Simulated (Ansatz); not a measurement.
Lu (hcp, Mg type)

```xyz
2
Lattice="3.4450 0.0000 0.0000 -1.7225 2.9834 0.0000 0.0000 0.0000 5.3487" Properties=species:S:1:pos:R:3 pbc="T T T"
Lu     0.0000     1.9890     4.0116
Lu     1.7225     0.9945     1.3372
```

The slice is a (-1 1 0 2) plane (indices of the conventional cell) through the point (0.333, 0.667, 0.750) (fractional), spanned by u = [110] and v = [1 -1 1] in vectors of this cell: u (3.44 Å) and v (8.01 Å, at 90° to u). It covers one period; positions are fractions (u, v).

All values below come from PBEsol (plane waves to 420 eV, PAW, scalar-relativistic; Ansatz, an electronic-structure program). k mesh 16×16×9. Inside the PAW spheres the values are not all-electron values, and peaks at nuclei hang on which shells count as valence. Lu is run without spin polarisation. Lu was relaxed with its symmetry unable to fall. The PAW data are Ansatz's earlier set.

What is the ELF at the midpoint of the shortest Lu–Lu line in this plane (3.44 Å)?

0.24.

What is the valence density on the shortest Lu–Lu line in this plane (3.44 Å), at its midpoint?

0.12 e/Å³.

Predict the map of the valence electron density on the slice.


```
|986310001368|
|664210001246|
|432100000123|
|110000000001|
|000000000000|
|000000000000|
|000000000000|
|000000000000|
|000000000000|
|000000000000|
|000000000000|
|000000000000|
|100000000000|
|221000000012|
|442100000124|
|553100000135|
|553200000235|
|443100000134|
|321000000012|
|110000000001|
|000000000000|
|000000000000|
|000000000000|
|110000000001|
|432100000123|
|664200000246|
|986310001368|
|996410001469|
```
Scale: ten equal steps from -0.98 (start of '0') to 1.71 (end of '9'), in the order '0123456789'. Values: log₁₀ of the valence density in e/Å³. The map has 12 points along u (one character each, u = 0 at the left) and 28 along v (v = 0 in the bottom row). The scale is logarithmic, as a density can span decades between atoms and voids.
